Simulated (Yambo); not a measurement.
Yambo run on AgI (zinc blende, space group F-43m, No. 216). The wavefunctions come from this Quantum ESPRESSO step (LDA, PseudoDojo standard norm-conserving files, scalar-relativistic):

```
&CONTROL
  calculation = 'nscf'
  pseudo_dir = './pseudo'
  outdir = './out'
/
&SYSTEM
  ibrav = 0
  nat = 2
  ntyp = 2
  ecutwfc = 86.0
  ecutrho = 344.0
  occupations = 'fixed'
  force_symmorphic = .true.
  nbnd = 131
/
&ELECTRONS
  conv_thr = 2e-09
  diago_full_acc = .true.
  diago_thr_init = 1e-08
/
ATOMIC_SPECIES
Ag 107.8682 Ag.upf
I 126.9045 I.upf
CELL_PARAMETERS angstrom
  0.000000000000   3.172111675000   3.172111675000
  3.172111675000   0.000000000000   3.172111675000
  3.172111675000   3.172111675000   0.000000000000
ATOMIC_POSITIONS crystal
Ag   0.000000000000   0.000000000000   0.000000000000
I   0.250000000000   0.250000000000   0.250000000000
K_POINTS automatic
4 4 4 0 0 0
```

Yambo input:

```
rim_cut
gw0
dyson
el_el_corr
HF_and_locXC
ppa
em1d
RandQpts= 1000000
RandGvec= 1 Ry
EXXRLvcs= 86 Ry
VXCRLvcs= 344 Ry
Chimod= "HARTREE"
% BndsRnXp
 5 | 129 |
%
NGsBlkXp= 8 Ry
% LongDrXp
 1.0 | 1.0 | 1.0 |
%
PPAPntXp= 27.2114 eV
% GbndRnge
 1 | 129 |
%
GTermKind= "BG"
DysSolver= "n"
ExtendOut
% QPkrange
 1 | 1 | 13 | 14 |
 3 | 3 | 13 | 14 |
 7 | 7 | 13 | 14 |
 8 | 8 | 13 | 14 |
%
```

k points by index: 1 = Γ, 3 = L, 7 = X, 8 = W.

Resulting energies as the program prints them:

```
#    K-point    Band    Eo [eV]    E [eV]    E-Eo [eV]    Vxc [eV]    Vnlxc [eV]    Sc|Eo [eV]    Sc|E [eV]    dSc/dw|Eo [eV]    Re(Z)    Im(Z)
#
    1    13    0.000000    -0.812314    -0.812314    -17.25453    -20.64520    2.370571    2.578353    -6.959465    0.796331    -0.001363
    1    14    1.054404    1.552645    0.498242    -9.856072    -5.577306    -3.673486    -3.780525    -5.844595    0.823189    -0.001257
    3    13    -0.837298    -1.697238    -0.859940    -16.38959    -20.01091    2.537544    2.761377    -7.081845    0.793489    -0.001410
    3    14    2.508995    3.048365    0.539370    -10.48614    -6.067930    -3.759943    -3.878840    -5.997093    0.819409    -0.001270
    7    13    -2.054603    -2.988559    -0.933956    -15.83211    -19.97962    2.959621    3.213560    -7.397501    0.786251    -0.001527
    7    14    3.224101    3.514354    0.290253    -9.634093    -5.886930    -3.395546    -3.456911    -5.750686    0.825534    -0.001305
    8    13    -1.873282    -2.791870    -0.918588    -18.27364    -22.86649    3.420058    3.674262    -7.529008    0.783275    -0.001558
    8    14    4.809571    5.465030    0.655459    -12.23979    -7.166402    -4.257581    -4.417931    -6.655571    0.803477    -0.001349
```
(The two width columns are left out.) Convergence of these settings isn't established.

Spin-orbit coupling is not included.

Geometry relaxed with LDA.
